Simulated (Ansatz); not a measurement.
Data:

Starting cell, Li (bcc, W type):

```xyz
2
Lattice="-3.4352 3.4352 3.4352 1.7176 -1.7176 1.7176 1.7176 1.7176 -1.7176" Properties=species:S:1:pos:R:3 pbc="T T T"
Li     0.0000     0.0000     0.0000
Li    -1.7176     1.7176     1.7176
```

The atoms are displaced by Q × the pattern below (from a DFPT mode at N = (0.5, 0.0, 0.0), largest move 1; Q in Å), at fixed cell. (q is in reciprocal vectors of the primitive cell; the cell shown is doubled to hold the pattern.)

```
atom      x       y       z
----  -----  ------  ------
Li1   0.000  -0.707  -0.707
Li2   0.000   0.707   0.707
```

The numbers are results of PBE (plane waves to 420 eV, PAW, scalar-relativistic; Ansatz, an electronic-structure program), not measurements. k mesh 19×19×19 (Γ-centred), Fermi-Dirac smearing 0.05 eV. Energies are smeared free energies. With partly filled bands, energies and forces of such displacements shift with the k mesh and the smearing. Li was relaxed with its symmetry unable to fall. ΔE is measured from the undisplaced structure.

The scan covers Q from -0.180 to 0.180 Å in 13 points.

Question: Which space group does the distorted structure have?

Answer: Cmme (No. 67), lowered from Im-3m.

Question: What is the energy change at Q = 0.180 Å?

Answer: 88 meV/cell.

Question: What harmonic wavenumber does the curvature at Q = 0 give?

Answer: 323 cm⁻¹.

(A displaced cell: forces are minus the slopes of the energy, force constants its curvatures, and phonons follow from these.)
